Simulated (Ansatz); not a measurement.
SiMo (CsCl type, Pm-3m) at seven volumes, DFT-PBE in the program Ansatz with PAW potentials, scaled uniformly. One row is withheld.

```tsv
V (Å³/atom)	P (GPa)
12.865	24.42
13.289	14.98
13.713	6.91
14.137	0.00
14.561	-5.91
14.985	?
15.409	-15.24
```

Fit the shown pressures and predict the withheld one.

P = (3/2)B₀(x^(7/2) − x^(5/2))[1 + (3/4)(B′ − 4)(x − 1)] with x = (V₀/V)^(2/3). Least squares on the six rows gives V₀ = 14.137 Å³/atom, B₀ = 212 GPa, B′ = 4.22. At V = 14.985, x = 0.9619 and P = -10.92 GPa. The run itself gave -10.95 GPa.

A made-up cell: these elements were put on the sites of a structure type; neither database checked (COD, Materials Project) lists it. Its standing as an ambient phase is unchecked. The PBE relaxation kept the symmetry of its start; whether a distortion lowers the energy is not shown. The run is not spin-polarised.

Potentials: the later of the program's two PAW sets.
